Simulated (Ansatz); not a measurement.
Relaxed Ca (fcc, Cu type):

```xyz
2
Lattice="0.0000 5.5685 5.5685 2.7842 0.0000 2.7842 2.7842 2.7842 0.0000" Properties=species:S:1:pos:R:3 pbc="T T T"
Ca     0.0000     0.0000     0.0000
Ca     2.7842     5.5685     2.7842
```

A phonon eigenvector at L = (0.5, 0.0, 0.0) is frozen into this cell: atom i moves by Q times the vector below, so Q is the largest atomic displacement, in Å. The cell is held. It is one choice among 2 degenerate patterns. (q is in reciprocal vectors of the primitive cell; the cell shown is doubled to hold the pattern.)

```
atom       x       y       z
----  ------  ------  ------
Ca1   -0.285   0.520  -0.805
Ca2    0.285  -0.520   0.805
```

Level of theory: r2SCAN (plane waves to 500 eV, PAW, scalar-relativistic; Ansatz, a quantum-chemistry and plane-wave program). k mesh 7×14×14 (Γ-centred), Fermi-Dirac smearing 0.05 eV. The energy includes the smearing's −TS. With partly filled bands, energies and forces of such displacements shift with the k mesh and the smearing. Ca was relaxed with its symmetry unable to fall. The zero of ΔE is the undisplaced structure.

The scan covers Q from -0.280 to 0.280 Å in 13 points.

Question: Is this a single well or a double well?

Answer: A single well with its minimum at or next to zero displacement.

Question: Which space group does the distorted structure have?

Answer: P-1 (No. 2), lowered from Fm-3m.

Question: What is the energy change at Q = 0.280 Å?

Answer: 63 meV/cell.

Question: What harmonic wavenumber does the curvature at Q = 0 give?

Answer: 77 cm⁻¹.

(A displaced cell: forces are minus the slopes of the energy, force constants its curvatures, and phonons follow from these.)
